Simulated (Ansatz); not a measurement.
CS14:
```cif
data_CS14
_chemical_formula_sum 'S14 C1'
_space_group_name_H-M_alt 'P 1'
_space_group_IT_number 1
_cell_length_a 7.31885
_cell_length_b 7.31885
_cell_length_c 7.31885
_cell_angle_alpha 94.714
_cell_angle_beta 94.714
_cell_angle_gamma 94.714
loop_
_space_group_symop_operation_xyz
  'x, y, z'
loop_
_atom_site_label
_atom_site_type_symbol
_atom_site_fract_x
_atom_site_fract_y
_atom_site_fract_z
_atom_site_occupancy
S1 S 0.30721 0.69279 0.00000 1
S2 S 0.00000 0.30721 0.69279 1
S3 S 0.69279 0.00000 0.30721 1
S4 S 0.69279 0.30721 0.00000 1
S5 S 0.00000 0.69279 0.30721 1
S6 S 0.30721 0.00000 0.69279 1
S7 S 0.22766 0.83948 0.22766 1
S8 S 0.22766 0.22766 0.83948 1
S9 S 0.83948 0.22766 0.22766 1
S10 S 0.77234 0.16052 0.77234 1
S11 S 0.16052 0.77234 0.77234 1
S12 S 0.77234 0.77234 0.16052 1
C1 C 0.50000 0.50000 0.50000 1
S13 S 0.36605 0.36605 0.36605 1
S14 S 0.63395 0.63395 0.63395 1
```

Relaxed with r²SCAN+D4.

**Question.** Tabulate the valence density and the electron localisation function along the shortest S–S contact (2.06 Å), r²SCAN+D4 in the plane-wave PAW code Ansatz.

**Answer.** 

```csv
distance from S (Å),density (e/Å³),ELF
0.21,0.27,0.02
0.31,0.58,0.10
0.41,0.88,0.31
0.51,1.09,0.56
0.62,1.18,0.72
0.72,1.17,0.80
0.82,1.11,0.82
0.93,1.05,0.82
1.03,1.03,0.82
1.13,1.05,0.82
1.23,1.11,0.82
1.34,1.17,0.80
1.44,1.18,0.72
1.54,1.09,0.56
1.65,0.87,0.30
1.75,0.57,0.10
1.85,0.27,0.02
```

The density is the valence pseudo-density with augmentation charge, so density and ELF within about 1 Å of a nucleus are not all-electron values.

Space group R-3m. The workflow started from an entry of the Crystallography Open Database (COD). Its standing as an ambient phase is unchecked. The cell was relaxed with r²SCAN+D4 under the symmetry of its start; whether a distortion lowers the energy is not shown.

Potentials: the later of the program's two PAW sets.
